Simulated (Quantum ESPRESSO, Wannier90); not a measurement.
# InGaAs2 (P-4m2), plane waves to Wannier functions

```xyz
4
Lattice="4.2250 0.0000 0.0000 0.0000 4.2250 0.0000 0.0000 0.0000 5.9622" Properties=species:S:1:pos:R:3 pbc="T T T"
In     0.0000     0.0000     2.9811
Ga     2.1125     2.1125     0.0000
As     2.1125     0.0000    -1.3804
As     0.0000     2.1125     1.3804
```

Cell from Materials Project (mp-1223781), symmetrised, no further relaxation. Not found in the COD (Crystallography Open Database) copy used; not checked further. Computed values, not measurements, from LDA: Quantum ESPRESSO (norm-conserving PseudoDojo potentials, cutoff 64 Ry, no spin polarisation, no spin-orbit coupling) on a Γ-centred 8×8×6 mesh, then Wannier90. Density: 8×8×6 mesh, cold smearing 0.01 Ry. Spin-orbit coupling is left out although heavy elements are present.

Bands 21-22 form an isolated set from -11.99 to -9.94 eV relative to the Fermi level (on the path) and are turned into 2 Wannier functions by minimising the spread from the start: atomic waves As 4s.

Centres (Cartesian, Å; one of the equivalent choices) and spreads:

```
n      x      y       z  spread (Å²)  nearest atom
-  -----  -----  ------  -----------  ------------
1  2.112  0.000  -1.387        2.219           As3
2  0.000  2.112   1.387        2.219           As4
```

Ω_I = 4.42 Å², Ω_total = 4.44 Å²; the interpolated bands follow pw.x to 0.1 meV rms on the path. Only this start was tried; a symmetric start can stop on a saddle, and mixtures of these functions could lower the total by at most Ω_total − Ω_I.
